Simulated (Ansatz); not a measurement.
Space group Pm-3m (No. 221). a = 4.452 Å, b = 4.452 Å, c = 4.452 Å, α = 90.00°, β = 90.00°, γ = 90.00°
```csv
atom,site,symmetry,x,y,z
Zr,3c,4/mm.m,0.0000,0.5000,0.5000
Cd,1a,m-3m,0.0000,0.0000,0.0000
```

Equation of state of this Zr3Cd structure (not necessarily the ground state), with shape and atoms relaxed at each volume where symmetry leaves them free. It has no gap at any of these volumes. Level of theory: Ansatz 0.2.0, DFT r2SCAN, scalar-relativistic, plane waves, PAW.

Settings: cutoff 500 eV, Γ-centred mesh 10×10×10 on the computed 4-atom cell, Gaussian smearing of 0.10 eV; no spin polarisation.

```tsv
V (Å³/atom)	E − E(largest V) (meV/atom)	P (GPa)
20.730	4.31	6.68
21.392	-15.75	3.10
22.054	-21.92	0.00
22.715	-16.11	-2.67
23.377	0.00	-4.98
```

**Question.** Fit a third-order Birch–Murnaghan equation to E(V).

**Answer.** V0 = 22.05 Å³/atom, B0 = 97 GPa, B0' = 4.0.